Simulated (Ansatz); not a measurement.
Name crystals whose computed values (the program Ansatz at the r²SCAN+D4 level (PAW)) fall in these windows: G_Hill (GPa) 42 to 52; Θ_D (K) 470 to 620.



| crystal | G_Hill (GPa) | Θ_D (K) |
|---|---|---|
| Al, dhcp (α-La type) | 46.2 | 534 |
| BeS, Pnma (Be on 4c, S on 4c) | 43.0 | 582 |
Others may fit too.

Typed or built starts, not in the databases checked: BeS, Pnma (Be on 4c, S on 4c). Not the usual ambient phase: Al, dhcp (α-La type). All cells were relaxed under the symmetry of their starts (and spin orders); stability against distortions was not tested throughout.

Potentials: the later of the program's two PAW sets.
